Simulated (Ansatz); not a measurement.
An Ansatz input:

```yaml
crystal:
  lattice:
    - [-1.5336721756, 1.5336721756, 1.5336721756]
    - [1.5336721756, -1.5336721756, 1.5336721756]
    - [1.5336721756, 1.5336721756, -1.5336721756]
  atoms:
    - { symbol: Zn, position: [0.0, 0.0, 0.0] }
hamiltonian:
  xc: r2scan0
  pseudopotentials:
    kind: paw
    azcp:
      Zn: "pseudopotentials/Zn.paw.azcp"
basis:
  ecutwfc: 500
  fft_grid_basis: typed
kpoints:
  mp_grid: { grid: [7, 7, 7], shift: [0, 0, 0] }
magnetization:
  spin_polarized: false
scf:
  occupations: { method: fermi_dirac, width: 0.1 }
output:
  write_density: true
  write_potential: true
  elf: true
  volumetric_format: npy
```

Terminal output

```
Engine: ansatz 0.2.0, aarch64-unknown-linux-gnu
Pseudopotentials: kind: paw
Pseudopotential: Zn, paw, valence charge 12, recommended cutoff 500 eV (meta_gga) 
Functional definition: r2SCAN0
  parameter a = 0.25
  parameter k0 = 0.174
  parameter k1 = 0.065
  parameter a1 = 4.9479
  exchange = (1 - a)*r2scan_x(k0 = k0, k1 = k1, a1 = a1) + a*exact_x
  correlation = r2scan_c
Crystal: 1 atoms, lattice volume = 14.430 Å³
Basis set: ecut = 500 eV, 369 PW (Γ), exchange–correlation on 80×80×80 points (64 copies of the dense FFT grid, shifted against one another)
Bands: 10, of which v1, the nominal top of the filled ones, is band 6 counted from 1 (5 counted from 0)
Symmetry: 48 space group operations
Space group: Im-3m (ITA 229), of the structure as read, at distance tolerance 2.4e-5 Å
k-points: 20 of 343
Non-local potential: Zn, projectors of the file, l = 0: 2, l = 1: 2, l = 2: 3, l = 3: 1
PAW form: soft (Blöchl's): semilocal exchange-correlation on the pseudo side does not see the compensation charge
PAW frozen core: Zn, regenerated for the run's functional, and the local potential with it (the file was generated under x = pbe(κ = 0.804, μ = 0.2195149727645171), c = pbe(β = 0.06672455060314922))
PAW one-centre angular grid: Zn, 590 points (default); XC on 261 of its mesh's 2673 points in the sphere
Initial density: superposition of atomic densities (neutral atoms: chi_scale 0, normalization atom), corrected by the library's trained network
Initial wavefunctions: pseudopotential atomic-orbital guess
Functional: x = r2scan, c = r2scan; τ floored in thin density (d = 2e-4 eV/Å³), warm-up for x = 0.75 r2scan + 0.25 exact, c = r2scan; τ floored in thin density (d = 2e-4 eV/Å³)
SCF iter   1: F=—  HF=-3325.635157 eV  |F-HF|=—  |Δ(HF+E_count)|=         —  Δρ=2.68e-2  dr2=5.02e-2  dr2_τ=9.92e-4  ethr=1.77e-3  ⟨swp⟩=10.6  Hψ=1081  notcnv=0
SCF iter   2: F=—  HF=-3325.625297 eV  |F-HF|=—  |Δ(HF+E_count)|=   9.86e-3  Δρ=8.52e-3  dr2=6.94e-3  dr2_τ=2.59e-4  ethr=4.19e-4  ⟨swp⟩=4.0  Hψ=630  notcnv=0
iter 3 solved again at ethr=5.02e-6 eV; its pass at ethr=5.79e-5 eV (dr2=6.02e-4 eV) is discarded
SCF iter   3: F=—  HF=-3325.619645 eV  |F-HF|=—  |Δ(HF+E_count)|=   5.65e-3  Δρ=3.38e-3  dr2=6.03e-4  dr2_τ=3.28e-6  ethr=5.02e-6  ⟨swp⟩=2.0  Hψ=886  notcnv=0
SCF iter   4: F=—  HF=-3325.619841 eV  |F-HF|=—  |Δ(HF+E_count)|=   1.95e-4  Δρ=1.37e-4  dr2=2.53e-6  dr2_τ=9.62e-8  ethr=5.02e-6  ⟨swp⟩=2.9  Hψ=341  notcnv=0
SCF iter   5: F=—  HF=-3325.619845 eV  |F-HF|=—  |Δ(HF+E_count)|=   4.13e-6  Δρ=4.25e-5  dr2=2.24e-7  dr2_τ=6.52e-9  ethr=2.11e-8  ⟨swp⟩=4.0  Hψ=537  notcnv=0
SCF iter   6: F=—  HF=-3325.619845 eV  |F-HF|=—  |Δ(HF+E_count)|=   1.49e-7  Δρ=3.18e-5  dr2=7.61e-8  dr2_τ=1.38e-9  ethr=1.87e-9  ⟨swp⟩=3.0  Hψ=421  notcnv=0
SCF iter   7: F=—  HF=-3325.619845 eV  |F-HF|=—  |Δ(HF+E_count)|=   1.02e-8  Δρ=1.26e-5  dr2=1.21e-8  dr2_τ=3.19e-11  ethr=6.34e-10  ⟨swp⟩=2.1  Hψ=323  notcnv=0
SCF iter   8: F=-3325.619845 eV  HF=-3325.619845 eV  |F-HF|=6.28e-11  |Δ(HF+E_count)|=   1.09e-9  Δρ=1.04e-6  dr2=6.91e-11  dr2_τ=1.43e-12  ethr=1.01e-10  ⟨swp⟩=3.0  Hψ=355  notcnv=0
SCF 1 converged in 8 iterations: F = -3325.619845 eV  dr2 = 6.91e-11
Initial density: handed on by an earlier stage of this run
Initial wavefunctions: those handed on with the density
Functional: x = 0.75 r2scan + 0.25 exact, c = r2scan; τ floored in thin density (d = 2e-4 eV/Å³)
Frozen-core exchange: fock
iter 1 solved again at ethr=4.50e-4 eV; its pass at ethr=1.00e-1 eV (dr2=5.40e-2 eV) is discarded
SCF iter   1: F=—  HF=-3324.131688 eV  |F-HF|=—  |Δ(HF+E_count)|=         —  Δρ=2.79e-2  dr2=6.11e-2  dr2_τ=7.21e-5  ethr=4.50e-4  ⟨swp⟩=3.4  Hψ=876  notcnv=0
SCF iter   2: F=—  HF=-3324.115339 eV  |F-HF|=—  |Δ(HF+E_count)|=   1.63e-2  Δρ=2.67e-3  dr2=1.38e-3  dr2_τ=1.97e-4  ethr=4.50e-4  ⟨swp⟩=3.5  Hψ=535  notcnv=0
SCF iter   3: F=—  HF=-3324.117642 eV  |F-HF|=—  |Δ(HF+E_count)|=   2.30e-3  Δρ=5.66e-3  dr2=2.23e-3  dr2_τ=3.40e-6  ethr=7.07e-6  ⟨swp⟩=4.0  Hψ=613  notcnv=0
SCF iter   4: F=—  HF=-3324.117489 eV  |F-HF|=—  |Δ(HF+E_count)|=   1.53e-4  Δρ=2.43e-3  dr2=4.28e-4  dr2_τ=1.53e-6  ethr=7.07e-6  ⟨swp⟩=2.0  Hψ=318  notcnv=0
SCF iter   5: F=—  HF=-3324.118082 eV  |F-HF|=—  |Δ(HF+E_count)|=   5.93e-4  Δρ=8.01e-4  dr2=5.77e-5  dr2_τ=2.16e-7  ethr=2.90e-6  ⟨swp⟩=2.9  Hψ=336  notcnv=0
SCF iter   6: F=-3324.118046 eV  HF=-3324.118046 eV  |F-HF|=1.69e-7  |Δ(HF+E_count)|=   3.66e-5  Δρ=8.05e-5  dr2=6.98e-7  dr2_τ=7.19e-9  ethr=3.61e-7  ⟨swp⟩=4.0  Hψ=525  notcnv=0
SCF 2 stopped early in 6 iterations: F = -3324.118046 eV  dr2 = 6.98e-7
hybrid outer 1: dexx = +5.851e-3 eV, tail = 2.83e-5 eV
Frozen-core exchange: fock
SCF iter   1: F=—  HF=-3324.117868 eV  |F-HF|=—  |Δ(HF+E_count)|=         —  Δρ=1.19e-4  dr2=1.52e-6  dr2_τ=4.67e-9  ethr=1.18e-6  ⟨swp⟩=4.2  Hψ=512  notcnv=0
iter 2 solved again at ethr=2.42e-10 eV; its pass at ethr=1.05e-8 eV (dr2=2.90e-8 eV) is discarded
SCF iter   2: F=—  HF=-3324.117868 eV  |F-HF|=—  |Δ(HF+E_count)|=   6.20e-8  Δρ=1.84e-5  dr2=1.02e-7  dr2_τ=7.65e-10  ethr=2.42e-10  ⟨swp⟩=3.0  Hψ=893  notcnv=0  defer=1
SCF iter   3: F=-3324.117868 eV  HF=-3324.117868 eV  |F-HF|=2.40e-8  |Δ(HF+E_count)|=   4.61e-7  Δρ=1.31e-5  dr2=1.89e-8  dr2_τ=6.20e-11  ethr=2.28e-10  ⟨swp⟩=4.0  Hψ=462  notcnv=0
SCF 3 converged in 3 iterations: F = -3324.117868 eV  dr2 = 1.89e-8
hybrid outer 2: dexx = +5.075e-7 eV, tail = 6.45e-8 eV, Δε = 8.65e-3 eV (about 7.15e-4 eV left of the loop's levels)
hybrid SCF converged: 2 outer / 9 inner (+8 warm-up), last move |dexx| = 5.08e-7 eV, tail = 6.45e-8 eV
Stability not checked: this state was not tested for a lower state beside it, because the functional holds exact exchange (a hybrid, or Hartree-Fock), whose exchange loop this test does not read (fock_operator; see scf.lower_state_search)
Free energy (F): -3324.117868 eV
Frozen-core exchange: fock
Harris-Foulkes:  -3324.117868 eV  (|F-HF|=2.40e-8)
Internal energy: -3324.113673 eV  (E = F + TS)
E sigma→0 (E₀):  -3324.115771 eV
Entropy (-TS):   -0.004196 eV (-4.196 meV/atom)
Fermi energy:    11.431987 eV
--- Per-component energies (eV) ---
  E_band       = 23.733884
  E_kinetic    = 130.416443
  E_local      = -1509.685568  (includes V_loc(G=0)·N_el)
  E_nonlocal   = 617.908440
  E_hartree    = 639.685461
  E_xc         = -96.208412
  E_vxc        = -41.930500  (∫ρ·V_xc dr)
  E_exx        = -46.521736  (= α·E_x^exact, valence–valence)
  E_paw        = -1830.076942  (= ΣΔE_a)
  E_vpaw       = -361.546803  (= ΣTr[D̂ρ^β])
  E_aug_tail   = -0.000064  (compensation charges beyond the density's cutoff)
  E_vtau       = 2.238076  (kinetic-family band-sum trace: ∫τ·v_τ [+ j·A + Jᵃ·Aᵃ] dr)
  E_ewald      = -1230.075243
  E_core_change = 0.443949  (= ΣΔE_core)
  E_smearing   = -0.004196  (= −TS)
  E_closure    = 0.000000  (closes the sum)
  Σ components = -3324.117868   (vs F -3324.117868, Δ=-4.55e-13)
--- Band table (eV; the first three rows and the last of 20) ---
  k-point 0: bands = ["-1.2656", "0.8926", "0.8926", "0.8926", "1.4377", "1.4377", "34.7146", "34.7146"]
  k-point 1: bands = ["-0.5212", "0.8262", "0.9289", "1.0645", "1.3884", "1.4433", "27.5015", "31.1835"]
  k-point 2: bands = ["0.3652", "0.6781", "1.3701", "1.4594", "1.4725", "2.3376", "19.9078", "27.8065"]
  k-point 19: bands = ["0.2893", "0.3104", "1.7033", "1.7033", "1.7509", "14.0396", "17.7605", "17.7605"]
  guard bands above this table: 2 of the run's 10 bands. The solve was not asked for them (output.publish_guard_bands: true or output.eigenvalues: true publishes all)
```

Command:

```sh
ansatz run input.yaml --threads 4 --pin off --max-ram 8192MiB --backend cpu --events-out ev --progress --plain --runs-dir out
```

On 4 threads of Arm Neoverse V2 (shared host) this took about 2.7 s of wall time and 8 s of CPU time, with 0.78 GiB at the peak.
